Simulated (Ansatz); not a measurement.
This AlIn₂As₃ structure is the end of a relaxation. The cell was found from a structure generator's guess, not taken from experiment.

Level of theory: DFT PBE, scalar-relativistic, plane waves, PAW (Ansatz 0.2.0). Cutoff 420 eV, Γ-centred mesh, Gaussian smearing, no spin polarisation.

```
Al In As
1.0
     4.25223    0.00000    0.00000
    -2.12612    3.68254    0.00000
     0.00000    0.00000   21.02466
Al In As
2 4 6
Direct
  0.33333 0.66667 0.66670
  0.66667 0.33333 0.16670
  0.33333 0.66667 0.00385
  0.33333 0.66667 0.33095
  0.66667 0.33333 0.50385
  0.66667 0.33333 0.83095
  0.33333 0.66667 0.13163
  0.33333 0.66667 0.45792
  0.33333 0.66667 0.78495
  0.66667 0.33333 0.28495
  0.66667 0.33333 0.63163
  0.66667 0.33333 0.95792
```

Formation energies are uncorrected and refer to the elements' standard structures at the same level.

**Question.** What space group does it have?

**Answer.** P6_3mc (No. 186), with Al and In ordered on wurtzite sites. Conventional cell: a = 4.252 Å, c = 21.025 Å. Al has 4 As at 2.49–2.56 Å; around In on its first site lie 4 As at 2.64–2.69 Å; In on its second site has 4 As at 2.64–2.67 Å; around As on its first site lie 3 Al at 2.56 Å and 1 In at 2.69 Å; 2 more sites not described.

**Question.** How far does it lie from the elements in energy?

**Answer.** −0.29 eV/atom. Whether it is stable depends on the other phases of the system, which aren't compared here.

**Question.** Is it a metal?

**Answer.** It can't be told: by band count a gap of 0.04 eV opens on the 12×12×2 mesh, less than the smearing, so the run treats the cell as a metal.

The last run used a 12×12×2 mesh (in the run's order of axes) for its 12-atom cell and Gaussian smearing of 0.10 eV. The reference form of As is held partly by dispersion forces, which this level lacks. A later test with randomly moved atoms came back to the same energy, though modes that don't fit the test's cell weren't probed.
